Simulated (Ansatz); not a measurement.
Relaxation of a generated trial cell of Cr in the beta-W structure type; 8 atoms in the cell, which starts as Pm-3n (No. 223), cP8; a = 4.6020 Å, b = 4.6020 Å, c = 4.6020 Å, α = 90.00°, β = 90.00°, γ = 90.00°. Computed with r2SCAN (plane waves to 500 eV, PAW, scalar-relativistic; Ansatz, an electronic-structure program). Γ-centred k-mesh 7×7×7 on the run's cell (coarser than for final values), Fermi–Dirac smearing 0.05 eV. This is the first round of the run. Spin-polarised start, with parallel moments on Cr.

The optimiser's lines from the output (shortened; P is positive under compression):

```
relax step   1: F+E_penalty+E_count = -27058.51211768 eV  Δ(F+E_penalty+E_count) = +0.000e0 eV  max|allowed force component| = 5.204e-17 eV/Å  Δτ_max = 0.0000 Å  P = -14.357 GPa  Ω = 97.463 Å³  (29 SCF iters, dr2 threshold 1.00e-7 eV, accepted)
relax step   2: F+E_penalty+E_count = -27058.78165220 eV  Δ(F+E_penalty+E_count) = -2.695e-1 eV  max|allowed force component| = 1.405e-16 eV/Å  Δτ_max = 0.0000 Å  P = -0.415 GPa  Ω = 91.959 Å³  (14 SCF iters, dr2 threshold 8.00e-7 eV, accepted)
relax step   3: F+E_penalty+E_count = -27058.78192947 eV  Δ(F+E_penalty+E_count) = -2.773e-4 eV  max|allowed force component| = 1.099e-16 eV/Å  Δτ_max = 0.0000 Å  P = +0.042 GPa  Ω = 91.805 Å³  (10 SCF iters, dr2 threshold 4.31e-7 eV, accepted)
relax step   4: F+E_penalty+E_count = -27058.78192241 eV  Δ(F+E_penalty+E_count) = +7.059e-6 eV  max|allowed force component| = 9.830e-17 eV/Å  Δτ_max = 0.0000 Å  P = -0.000 GPa  Ω = 91.819 Å³  (8 SCF iters, dr2 threshold 4.39e-9 eV, accepted)
relax step   5: F+E_penalty+E_count = -27058.77864653 eV  Δ(F+E_penalty+E_count) = +3.276e-3 eV  max|allowed force component| = 1.180e-16 eV/Å  Δτ_max = 0.0000 Å  P = -0.011 GPa  Ω = 91.819 Å³  stress off target by 1.13e-2 GPa  SCF on the basis re-selected at this cell (its energy is not comparable with the rows above)  (17 SCF iters)
```

From the first to the last row the energy changes by -0.03 eV/atom and the volume by -5.8 %. The last row is marked as not comparable with the walk above it, whose basis was carried along; it does compare with step 1, since both stand on a basis selected at the nominal cutoff for their own cell.

Later rounds, restarted from the end of this one on a renewed k-mesh, logged 2 more steps and released under 0.01 eV/atom more. The final structure after all rounds: Pm-3n (No. 223), cP8; a = 4.5114 Å, b = 4.5114 Å, c = 4.5114 Å, α = 90.00°, β = 90.00°, γ = 90.00°. Between re-selections the logged energies stand on a plane-wave basis carried along with the cell. No spin polarisation in the result: the starting moments vanished. A magnetic state may lie lower.

The run could not lose the symmetry of its start; a randomly shaken copy of 8 atoms returns to this structure.

All atoms sit on sites fixed by symmetry, so only the cell could relax.

The relaxed structure here is a generated cell of Cr: the first start was made by placing the elements on the sites of a structure type, and the end was not matched to a known phase here, so it may be hypothetical. Known forms of Cr include space group No. 229.
